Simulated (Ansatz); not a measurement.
An Ansatz (a first-principles code) run. Input:

Ansatz 0.2 input:
```yaml
crystal:
  lattice:
    - [0.0, 3.1216418857, 3.1216418857]
    - [3.1216418857, 0.0, 3.1216418857]
    - [3.1216418857, 3.1216418857, 0.0]
  atoms:
    - { symbol: K, position: [0.0, 0.0, 0.0] }
    - { symbol: Cl, position: [0.5, 0.5, 0.5] }
kpoints:
  mp_grid: { grid: [8, 8, 8] }
hamiltonian:
  xc: pbesol
  pseudopotentials: { kind: paw }
scf:
  occupations: { method: fixed }
elastic: { mode: relaxed_ion, stencil: two_point, amplitude: 0.005, f_tol: 0.0005 }
```

Output (shortened):

```
Pseudopotential: K, paw, valence charge 9
Pseudopotential: Cl, paw, valence charge 7
Functional definition: PBEsol
Crystal: 2 atoms, lattice volume = 60.839 Å³
Basis set: ecut = 420 eV, 1243 PW (Γ), exchange–correlation on 60×60×60 points (8 copies of the dense FFT grid, shifted against one another)
Bands: 12, of which v1, the nominal top of the filled ones, is band 8 counted from 1 (7 counted from 0)
Symmetry: 48 space group operations
Space group: Fm-3m (ITA 225), of the structure as read, at distance tolerance 3.9e-5 Å
k-points: 29 of 512
SCF iter   1: F=—  HF=-2580.744330 eV  |F-HF|=—  |Δ(HF+E_count)|=         —  Δρ=3.09e-3  dr2=7.70e-3  ethr=1.77e-3  ⟨swp⟩=4.6  Hψ=1874  notcnv=0  defer=53
preconditioner: auto → none
SCF iter   2: F=—  HF=-2580.741207 eV  |F-HF|=—  |Δ(HF+E_count)|=   3.12e-3  Δρ=9.57e-4  dr2=2.76e-4  ethr=4.82e-5  ⟨swp⟩=2.6  Hψ=795  notcnv=0  defer=56
SCF iter   3: F=—  HF=-2580.741168 eV  |F-HF|=—  |Δ(HF+E_count)|=   3.91e-5  Δρ=3.63e-4  dr2=3.53e-5  ethr=1.72e-6  ⟨swp⟩=2.9  Hψ=499  notcnv=0  defer=55
SCF iter   4: F=—  HF=-2580.741168 eV  |F-HF|=—  |Δ(HF+E_count)|=   8.66e-8  Δρ=4.70e-5  dr2=7.21e-7  ethr=2.20e-7  ⟨swp⟩=1.1  Hψ=362  notcnv=0  defer=1
SCF iter   5: F=—  HF=-2580.741169 eV  |F-HF|=—  |Δ(HF+E_count)|=   1.50e-6  Δρ=4.94e-6  dr2=1.83e-8  ethr=4.50e-9  ⟨swp⟩=2.0  Hψ=512  notcnv=0
SCF iter   6: F=—  HF=-2580.741169 eV  |F-HF|=—  |Δ(HF+E_count)|=   1.36e-8  Δρ=1.82e-6  dr2=1.80e-9  ethr=1.14e-10  ⟨swp⟩=2.1  Hψ=553  notcnv=0
SCF iter   7: F=—  HF=-2580.741169 eV  |F-HF|=—  |Δ(HF+E_count)|=  2.44e-10  Δρ=3.03e-7  dr2=3.61e-11  ethr=1.13e-11  ⟨swp⟩=2.0  Hψ=434  notcnv=0
SCF iter   8: F=—  HF=-2580.741169 eV  |F-HF|=—  |Δ(HF+E_count)|=  8.19e-12  Δρ=6.91e-8  dr2=2.76e-12  ethr=2.26e-13 (applied; sched 1.00e-12)  ⟨swp⟩=2.1  Hψ=454  notcnv=0
SCF iter   9: F=-2580.741169 eV  HF=-2580.741169 eV  |F-HF|=0.00e0  |Δ(HF+E_count)|=  9.09e-13  Δρ=4.35e-9  dr2=1.35e-14  ethr=1.00e-12  ⟨swp⟩=4.4  Hψ=1936  notcnv=0
SCF 1 converged in 9 iterations: F = -2580.741169 eV  dr2 = 1.35e-14
Crystal: 2 atoms, lattice volume = 60.534 Å³
Basis set: ecut = 420 eV, 1235 PW (Γ), exchange–correlation on 60×60×60 points (8 copies of the dense FFT grid, shifted against one another)
Symmetry: 16 space group operations
k-points: 59 of 512
iter 1 solved again at ethr=3.24e-7 eV; its pass at ethr=3.10e-3 eV (dr2=5.19e-5 eV) is discarded
SCF iter   1: F=—  HF=-2580.740963 eV  |F-HF|=—  |Δ(HF+E_count)|=         —  Δρ=1.75e-4  dr2=3.62e-5  ethr=3.24e-7  ⟨swp⟩=3.2  Hψ=4699  notcnv=0  defer=111
preconditioner: auto → none
SCF iter   2: F=—  HF=-2580.740952 eV  |F-HF|=—  |Δ(HF+E_count)|=   1.11e-5  Δρ=8.12e-5  dr2=4.32e-6  ethr=2.26e-7  ⟨swp⟩=2.5  Hψ=1099  notcnv=0  defer=56
SCF iter   3: F=—  HF=-2580.740951 eV  |F-HF|=—  |Δ(HF+E_count)|=   1.23e-6  Δρ=2.90e-5  dr2=5.92e-7  ethr=2.70e-8  ⟨swp⟩=2.0  Hψ=885  notcnv=0  defer=2
SCF iter   4: F=—  HF=-2580.740953 eV  |F-HF|=—  |Δ(HF+E_count)|=   1.80e-6  Δρ=5.53e-6  dr2=1.51e-8  ethr=3.70e-9  ⟨swp⟩=2.9  Hψ=1232  notcnv=0
SCF iter   5: F=—  HF=-2580.740953 eV  |F-HF|=—  |Δ(HF+E_count)|=   1.49e-8  Δρ=1.32e-6  dr2=7.77e-10  ethr=9.44e-11  ⟨swp⟩=2.2  Hψ=1117  notcnv=0
SCF iter   6: F=—  HF=-2580.740953 eV  |F-HF|=—  |Δ(HF+E_count)|=   1.61e-9  Δρ=1.34e-7  dr2=8.48e-12  ethr=4.86e-12  ⟨swp⟩=2.1  Hψ=1108  notcnv=0
SCF iter   7: F=-2580.740953 eV  HF=-2580.740953 eV  |F-HF|=4.55e-13  |Δ(HF+E_count)|=  2.27e-11  Δρ=1.50e-8  dr2=8.73e-14  ethr=1.00e-12  ⟨swp⟩=3.1  Hψ=2999  notcnv=0
SCF 2 converged in 7 iterations: F = -2580.740953 eV  dr2 = 8.73e-14
Crystal: 2 atoms, lattice volume = 61.143 Å³
iter 1 solved again at ethr=7.69e-11 eV; its pass at ethr=3.10e-3 eV (dr2=1.23e-8 eV) is discarded
SCF iter   1: F=—  HF=-2580.740974 eV  |F-HF|=—  |Δ(HF+E_count)|=         —  Δρ=1.11e-5  dr2=1.31e-8  ethr=7.69e-11  ⟨swp⟩=2.2  Hψ=4258  notcnv=0  defer=61
preconditioner: auto → none
SCF iter   2: F=—  HF=-2580.740977 eV  |F-HF|=—  |Δ(HF+E_count)|=   2.65e-6  Δρ=5.24e-6  dr2=1.32e-9  ethr=7.69e-11  ⟨swp⟩=2.0  Hψ=1121  notcnv=0  defer=61
SCF iter   3: F=—  HF=-2580.740977 eV  |F-HF|=—  |Δ(HF+E_count)|=   4.46e-7  Δρ=1.78e-6  dr2=1.56e-10  ethr=8.24e-12  ⟨swp⟩=2.0  Hψ=1121  notcnv=0  defer=61
SCF iter   4: F=—  HF=-2580.740977 eV  |F-HF|=—  |Δ(HF+E_count)|=   5.58e-8  Δρ=4.51e-7  dr2=5.08e-12  ethr=9.76e-13 (applied; sched 1.00e-12)  ⟨swp⟩=2.0  Hψ=1121  notcnv=0  defer=61
SCF iter   5: F=—  HF=-2580.740977 eV  |F-HF|=—  |Δ(HF+E_count)|=   3.89e-9  Δρ=4.49e-8  dr2=1.19e-13  ethr=3.18e-14 (applied; sched 1.00e-12)  ⟨swp⟩=2.0  Hψ=1101  notcnv=0  defer=61
SCF iter   6: F=-2580.740977 eV  HF=-2580.740977 eV  |F-HF|=9.09e-13  |Δ(HF+E_count)|=  3.46e-11  Δρ=3.99e-9  dr2=1.34e-15  ethr=1.00e-12  ⟨swp⟩=4.0  Hψ=2065  notcnv=0
SCF 3 converged in 6 iterations: F = -2580.740977 eV  dr2 = 1.34e-15
Crystal: 2 atoms, lattice volume = 60.838 Å³
Symmetry: 8 space group operations
k-points: 95 of 512
iter 1 solved again at ethr=1.94e-7 eV; its pass at ethr=3.10e-3 eV (dr2=3.11e-5 eV) is discarded
SCF iter   1: F=—  HF=-2580.741134 eV  |F-HF|=—  |Δ(HF+E_count)|=         —  Δρ=9.70e-5  dr2=3.47e-6  ethr=1.94e-7  ⟨swp⟩=3.3  Hψ=7586  notcnv=0  defer=189
preconditioner: auto → none
SCF iter   2: F=—  HF=-2580.741136 eV  |F-HF|=—  |Δ(HF+E_count)|=   1.72e-6  Δρ=4.55e-5  dr2=7.58e-7  ethr=2.17e-8  ⟨swp⟩=1.7  Hψ=1503  notcnv=0  defer=93
SCF iter   3: F=—  HF=-2580.741139 eV  |F-HF|=—  |Δ(HF+E_count)|=   2.77e-6  Δρ=3.73e-6  dr2=6.45e-9  ethr=4.73e-9  ⟨swp⟩=2.8  Hψ=1944  notcnv=0  defer=2
SCF iter   4: F=—  HF=-2580.741139 eV  |F-HF|=—  |Δ(HF+E_count)|=   1.18e-8  Δρ=6.01e-7  dr2=2.66e-10  ethr=4.03e-11  ⟨swp⟩=2.1  Hψ=1791  notcnv=0  defer=2
SCF iter   5: F=—  HF=-2580.741139 eV  |F-HF|=—  |Δ(HF+E_count)|=  7.23e-11  Δρ=1.57e-7  dr2=1.35e-11  ethr=1.66e-12  ⟨swp⟩=2.0  Hψ=1805  notcnv=0  defer=2
SCF iter   6: F=—  HF=-2580.741139 eV  |F-HF|=—  |Δ(HF+E_count)|=  2.27e-12  Δρ=4.19e-8  dr2=6.96e-13  ethr=8.46e-14 (applied; sched 1.00e-12)  ⟨swp⟩=2.1  Hψ=1805  notcnv=0  defer=2
SCF iter   7: F=-2580.741139 eV  HF=-2580.741139 eV  |F-HF|=4.55e-13  |Δ(HF+E_count)|=    0.00e0  Δρ=1.00e-8  dr2=2.49e-14  ethr=1.00e-12  ⟨swp⟩=4.0  Hψ=3610  notcnv=0
SCF 4 converged in 7 iterations: F = -2580.741139 eV  dr2 = 2.49e-14
Crystal: 2 atoms, lattice volume = 60.838 Å³
iter 1 solved again at ethr=7.12e-12 eV; its pass at ethr=3.10e-3 eV (dr2=1.14e-9 eV) is discarded
SCF iter   1: F=—  HF=-2580.741137 eV  |F-HF|=—  |Δ(HF+E_count)|=         —  Δρ=7.76e-6  dr2=1.08e-9  ethr=7.12e-12  ⟨swp⟩=3.1  Hψ=7227  notcnv=0  defer=101
preconditioner: auto → none
SCF iter   2: F=—  HF=-2580.741139 eV  |F-HF|=—  |Δ(HF+E_count)|=   1.95e-6  Δρ=3.88e-6  dr2=2.40e-10  ethr=6.76e-12  ⟨swp⟩=2.0  Hψ=1900  notcnv=0  defer=101
SCF iter   3: F=—  HF=-2580.741139 eV  |F-HF|=—  |Δ(HF+E_count)|=   2.87e-7  Δρ=3.67e-7  dr2=9.83e-12  ethr=1.50e-12  ⟨swp⟩=2.0  Hψ=1759  notcnv=0  defer=101
SCF iter   4: F=—  HF=-2580.741139 eV  |F-HF|=—  |Δ(HF+E_count)|=   2.32e-9  Δρ=2.88e-8  dr2=2.01e-13  ethr=6.15e-14 (applied; sched 1.00e-12)  ⟨swp⟩=2.0  Hψ=1859  notcnv=0  defer=101
SCF iter   5: F=-2580.741139 eV  HF=-2580.741139 eV  |F-HF|=0.00e0  |Δ(HF+E_count)|=  2.73e-12  Δρ=6.47e-9  dr2=2.83e-14  ethr=1.00e-12  ⟨swp⟩=4.0  Hψ=3610  notcnv=0
SCF 5 converged in 5 iterations: F = -2580.741139 eV  dr2 = 2.83e-14
SCF converged after 9 iterations
Free energy (F): -2580.741169 eV
Harris-Foulkes:  -2580.741169 eV  (|F-HF|=0.00e0)
Internal energy: -2580.741169 eV  (E = F + TS)
E sigma→0 (E₀):  -2580.741169 eV
Fermi energy:    0.946414 eV
--- Per-component energies (eV) ---
  E_band       = -128.996735
  E_kinetic    = 415.449583
  E_local      = -824.511626  (includes V_loc(G=0)·N_el)
  E_nonlocal   = 42.422915
  E_hartree    = 275.072710
  E_xc         = -240.028176
  E_vxc        = -285.788451  (∫ρ·V_xc dr)
  E_paw        = -1403.639151  (= ΣΔE_a)
  E_vpaw       = -26.714665  (= ΣTr[D̂ρ^β])
  E_aug_tail   = 0.000090  (compensation charges beyond the density's cutoff)
  E_ewald      = -845.693833
  E_core_change = 0.186317  (= ΣΔE_core)
  E_smearing   =  0.000000  (= −TS)
  E_closure    = 0.000000  (closes the sum)
  Σ components = -2580.741169   (vs F -2580.741169, Δ=0.00e0)
  [band-id]    e_kinetic+e_local+e_nonlocal+2·e_hartree+e_vxc+e_vpaw+e_augmentation_tail = -128.996734   (vs E_band -128.996735, Δ=1.36e-6)
--- Forces (eV/Å), atoms counted from 1 ---
  atom   1  K      0.00000000     0.00000000     0.00000000
  atom   2  Cl     0.00000000     0.00000000     0.00000000
  max |Σ_I F_I| component: 0.0 eV/Å
--- Stress (GPa, compression-positive) ---
        0.003845       0.000000       0.000000
        0.000000       0.003845       0.000000
        0.000000       0.000000       0.003845
  P = ⅓ Tr σ = 0.0038 GPa (0.038 kbar)
--- Band table (eV; the first three rows and the last of 29) ---
  k-point 0: bands = ["-26.0375", "-11.1724", "-9.5671", "-9.5671", "-9.5671", "0.9464", "0.9464", "0.9464", "6.0489", "9.2310", "9.2310", "9.2310"]
  k-point 1: bands = ["-26.0356", "-11.2039", "-9.5685", "-9.5685", "-9.5271", "0.7412", "0.8910", "0.8910", "6.4372", "9.1054", "9.4319", "9.4319"]
  k-point 2: bands = ["-26.0312", "-11.2746", "-9.5721", "-9.5721", "-9.4357", "0.3161", "0.7627", "0.7627", "7.3365", "9.0128", "10.0025", "10.0025"]
  k-point 28: bands = ["-26.0211", "-11.1647", "-9.6800", "-9.6800", "-9.4740", "0.4233", "0.4482", "0.4482", "8.8799", "8.8799", "10.3829", "10.8166"]
--- Elastic constants: 2 strain directions × 2 members + reference (group order 48) ---
  dense FFT box of the reference and of every strained cell: 30×30×30
  strains applied: 11, 23; error gains: componentwise 1.00 (the most a stress slope's error grows in a printed constant), spectral 1.73 (1 for all six strains …
  C = ∂σ_k/∂η_j (tension-positive GPa; Voigt order 11 22 33 23 13 12):
        43.109      6.139      6.139      0.000      0.000      0.000
         6.139     43.109      6.139      0.000      0.000      0.000
         6.139      6.139     43.109      0.000      0.000      0.000
         0.000      0.000      0.000      6.455      0.000      0.000
         0.000      0.000      0.000      0.000      6.455      0.000
         0.000      0.000      0.000      0.000      0.000      6.455
  reference stress σ⁰ (GPa):     -0.004     -0.004     -0.004      0.000      0.000      0.000
  C* (energy form; C + prestress term) asymmetry max|C*_kj − C*_jk| = 1.776e-15 GPa — a small one proves nothing (zero by symmetry where the batch's group is …
  moduli (Voigt/Reuss/Hill, GPa): K = 18.46/18.46/18.46   G = 11.27/8.73/10.00   E = 25.40   ν = 0.271
  mechanically stable: yes (min eigenvalue of sym C = 6.45 GPa)
  where every solve meets its electron count the energy-path curvature estimates C_jj along a normal strain and C_jj − ¼(σ⁰_aa + σ⁰_bb) along a shear (ab), of …
  strain η (Voigt 11):  stress-route row diagonal C_11 = 43.11 GPa, energy-path curvature d²(F+E_count+ΔE)/dδ²/Ω₀ = 43.09 GPa
         δ    σ_11 (GPa)             F (eV)   n_scf  n_hpsi   n_pw
    -5.000e-3      -0.2273       -2580.7409528       7   13959   1235   relax 0 steps, max|allowed force component| 0.0 eV/Å
     5.000e-3       0.2038       -2580.7409773       6   11611   1243   relax 0 steps, max|allowed force component| 0.0 eV/Å
  strain η (Voigt 23):  stress-route row diagonal C_44 = 6.45 GPa, energy-path curvature d²(F+E_count+ΔE)/dδ²/Ω₀ = 6.46 GPa
         δ    σ_23 (GPa)             F (eV)   n_scf  n_hpsi   n_pw
    -5.000e-3      -0.0323       -2580.7411389       7   21370   1243   relax 0 steps, max|allowed force component| 0.0 eV/Å
     5.000e-3       0.0323       -2580.7411389       5   17677   1243   relax 0 steps, max|allowed force component| 0.0 eV/Å
```

Cost: around 18 core-seconds (rough) on shared cores.

The cell was relaxed with PBEsol under the symmetry of its start.

Potentials: the later of the program's two PAW sets.

Ansatz is a plane-wave DFT program.
